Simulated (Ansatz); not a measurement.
SnC:
```yaml
crystal:
  lattice:
    - [3.55331, 0.00000, 0.00000]
    - [-1.77666, 3.07726, 0.00000]
    - [0.00000, 0.00000, 5.81787]
  atoms:
    - { symbol: Sn, position: [0.33333, 0.66667, 0.00025] }
    - { symbol: C, position: [0.66667, 0.33333, 0.12475] }
    - { symbol: Sn, position: [0.66667, 0.33333, 0.50025] }
    - { symbol: C, position: [0.33333, 0.66667, 0.62475] }
```

Relaxed with PBEsol. Special points in fractions of this cell's reciprocal vectors: Γ (0.000, 0.000, 0.000); M (0.500, 0.000, 0.000); K (0.333, 0.333, 0.000); A (0.000, 0.000, 0.500); L (0.500, 0.000, 0.500); H (0.333, 0.333, 0.500).

### Question
List the band energies nearest the valence-band maximum at these points for the program Ansatz at the PBEsol level (PAW).

### Answer
In eV from the valence-band maximum; about four levels below and three above (degenerate sets whole), none deeper than 8.9 eV; points with the same levels are listed once.

```tsv
k	below	above
Γ	-1.29 -1.29 -0.11 0.00 0.00	0.96 1.77 5.65 5.65
M	-4.80 -3.12 -2.75 -1.26	2.15 3.27 3.79
K	-5.60 -3.49 -3.49 -3.18	2.47 5.31 5.31
A	-0.69 -0.69 -0.69 -0.69	2.35 2.35 5.59 5.59
L	-2.31 -2.31 -2.29 -2.29	1.99 1.99 4.34 4.34
H	-4.63 -4.63 -1.83 -1.83	3.39 3.39 4.97 4.97
```

Space group P6_3mc (wurtzite). The start of the workflow was typed in or built on a structure type; neither database checked (COD, Materials Project) lists it. Whether it is the stable phase at ambient conditions was not checked. The PBEsol relaxation kept the symmetry of its start; its stability against distortions is not shown here. Its formation energy is positive at this level, so the cell may be metastable or incomplete. Scalar-relativistic: spin–orbit coupling is off unless named, which matters more the heavier the elements.

Potentials: the earlier of the program's two PAW sets. The files were generated under PBE; for other functionals the program regenerates the frozen cores, and for LDA and PBEsol the local potential too.
